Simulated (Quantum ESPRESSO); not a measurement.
# ScTaRuPdHf4: a guest atom moved from site to site

Computed values, not a measurement. The program is pw.x of Quantum ESPRESSO 7.5 (plane-wave density functional theory). The cell is made up: eight metal atoms on a face-centred cubic lattice, with elements, volume, strain and displacements drawn at random and not relaxed, so it may be unstable or far from any real phase. PseudoDojo standard norm-conserving files set the functional (PBE unless stated); there is no spin polarisation or spin-orbit coupling, the Fermi-Dirac width of 0.25 eV means electrons at about 2900 K, and the masses in the input are unused placeholders. Heavy elements are run without spin-orbit coupling, which real alloys of them have. A spin test at this wide smearing found no moment, but such smearing suppresses magnetism that the real alloy may have.

The runs move one Sc atom among sites that otherwise hold Hf. Cell, positions, cutoff, mesh and smearing stay as in the input of run 1; sites are counted in its order. Stress in the tables is positive in tension.

Input of run 1:

```
&control calculation='scf', pseudo_dir='./dojo.nc.sr.pbe.v0_5.standard.upf', outdir='./o', disk_io='medium', tprnfor=.true., tstress=.true. /
&system ibrav=0, nat=8, ntyp=5, nbnd=71, ecutwfc=84.00895049, nosym=.true., tot_charge=0,
 occupations='smearing', smearing='fd', degauss=0.0183746611
/
&electrons conv_thr=1.470e-08, electron_maxstep=70, mixing_beta=0.5 /
ATOMIC_SPECIES
Hf 1.0 Hf.upf
Pd 1.0 Pd.upf
Ru 1.0 Ru.upf
Sc 1.0 Sc.upf
Ta 1.0 Ta.upf
CELL_PARAMETERS angstrom
-4.2151 0.0 0.0
0.0 -4.2151 4.2151
0.0 6.3226 2.1075
ATOMIC_POSITIONS angstrom
Sc 0.0806 -0.0692 -0.0794
Ta -0.0306 2.0389 1.9871
Ru -0.0748 -2.0306 2.219
Pd 0.106 -0.0043 4.1414
Hf -2.3391 4.1635 2.1611
Hf -2.1399 -0.1248 2.0646
Hf -2.2441 2.1047 4.3105
Hf -2.1439 -2.0925 4.2466
K_POINTS automatic
6 5 4 1 1 1
```

| run | elements on sites 1 to 8 | free energy less that of run 1 (eV) | -TS (eV) | pressure (GPa) | stress xx (GPa) | stress yy (GPa) | stress zz (GPa) | stress yz (GPa) | stress xz (GPa) | stress xy (GPa) | iterations |
| --- | --- | --- | --- | --- | --- | --- | --- | --- | --- | --- | --- |
| 1 | Sc Ta Ru Pd Hf Hf Hf Hf | 0.000 | -1.828 | 7.80 | -3.45 | -9.71 | -10.22 | -1.57 | -0.27 | 0.19 | 20 |
| 2 | Hf Ta Ru Pd Sc Hf Hf Hf | -0.021 | -1.825 | 8.16 | -4.65 | -9.34 | -10.48 | -1.12 | 0.04 | 0.16 | 20 |
| 3 | Hf Ta Ru Pd Hf Sc Hf Hf | 0.079 | -1.821 | 8.29 | -5.09 | -10.18 | -9.58 | -1.77 | -0.27 | 0.43 | 19 |
| 4 | Hf Ta Ru Pd Hf Hf Sc Hf | -0.086 | -1.804 | 8.42 | -4.84 | -10.23 | -10.20 | -1.20 | -0.24 | 0.30 | 18 |
| 5 | Hf Ta Ru Pd Hf Hf Hf Sc | 0.118 | -1.836 | 8.14 | -4.95 | -8.92 | -10.54 | -1.80 | -0.05 | 0.14 | 19 |

Forces Fx Fy Fz (eV/Å):

| site | run 1 | run 2 | run 3 | run 4 | run 5 |
| --- | --- | --- | --- | --- | --- |
| 1 | -2.06 0.22 0.40 | -2.36 0.29 0.73 | -2.52 0.53 0.81 | -2.36 0.53 0.36 | -2.52 0.57 0.70 |
| 2 | -0.63 0.18 1.17 | -0.57 -0.09 1.06 | -0.60 0.17 1.06 | -0.58 0.02 0.90 | -0.62 0.05 1.09 |
| 3 | 0.09 -0.68 -0.41 | 0.07 -0.70 -0.39 | 0.13 -0.74 -0.48 | 0.11 -0.63 -0.46 | 0.10 -0.76 -0.48 |
| 4 | -0.85 0.26 0.19 | -0.80 0.18 0.27 | -0.83 0.23 0.06 | -0.81 0.28 0.17 | -0.83 0.05 0.21 |
| 5 | 1.29 -1.41 0.40 | 1.29 -1.11 0.27 | 1.51 -1.42 0.56 | 1.43 -1.48 0.41 | 1.45 -1.46 0.38 |
| 6 | 0.50 0.82 0.89 | 0.54 0.76 0.84 | 0.49 0.56 0.86 | 0.55 0.84 0.91 | 0.55 0.78 1.00 |
| 7 | 1.18 0.26 -2.30 | 1.32 0.29 -2.48 | 1.34 0.22 -2.42 | 1.14 0.13 -1.91 | 1.40 0.30 -2.48 |
| 8 | 0.47 0.35 -0.34 | 0.50 0.37 -0.29 | 0.49 0.45 -0.46 | 0.52 0.33 -0.38 | 0.46 0.48 -0.42 |

The sites are displaced and not relaxed, so the energy differences mix bonding between neighbours with strain and are not ordering energies. A rerun of one cell of this series at a higher cutoff and on a denser mesh moved values by no more than 0.005 eV in energy, 0.07 GPa in stress and 0.007 eV/Å in force, and a second program with other atomic files agreed on that cell to 2 % rms in force and 0.5 GPa in pressure.